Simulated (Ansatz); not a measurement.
A geometry of Si$_{2}$W away from equilibrium: step 2 of the relaxation of a relaxed Si2W cell displaced along its unstable phonon at q = (½, 0, 0) of its primitive reciprocal cell (104i cm⁻¹), largest move 0.15 Å. Computed with PBE (plane waves to 420 eV, PAW, scalar-relativistic; Ansatz, a program for electronic structure). Γ-centred k-mesh 13×13×3 on the run's cell (coarser than for final values), Fermi–Dirac smearing 0.05 eV. The plane waves were selected for a different cell earlier on the path.

```
CELL_PARAMETERS angstrom
      5.92954    -0.00996     0.00000
     -1.48670     2.57503     0.00000
      0.00000     0.00000    11.73666
ATOMIC_POSITIONS crystal
  W  0.16475 0.66475 0.23718
  W  0.66475 0.66475 0.26282
  W  0.33525 0.33525 0.76282
  W  0.83525 0.33525 0.73718
  Si 0.20217 0.70217 0.58665
  Si 0.63097 0.63097 0.57810
  Si 0.36903 0.36903 0.07810
  Si 0.79783 0.29783 0.08665
  Si 0.29783 0.29783 0.41335
  Si 0.86903 0.36903 0.42190
  Si 0.13097 0.63097 0.92190
  Si 0.70217 0.70217 0.91335
```

Q: Give the Cartesian forces on all atoms (eV/Å).

A: 
```csv
atom,Fx,Fy,Fz
W1,-0.01,-0.01,-0.41
W2,-0.01,-0.01,0.41
W3,0.01,0.01,0.41
W4,0.01,0.01,-0.41
Si5,0.22,0.13,0.22
Si6,-0.35,-0.20,0.25
Si7,0.35,0.20,0.25
Si8,-0.22,-0.13,0.22
Si9,-0.22,-0.13,-0.22
Si10,0.35,0.20,-0.25
Si11,-0.35,-0.20,-0.25
Si12,0.22,0.13,-0.22
```

The path ends in Pnma (No. 62). No spin polarisation in the result.

The run could not lose the symmetry of its start: the end is stationary, and may be a saddle point rather than a minimum.

The end of the path is a generated cell of Si2W: the first start was made by placing the elements on the sites of a structure type, and the end was not matched to a known phase here, so it may be hypothetical. Known forms of Si2W include space group No. 139.
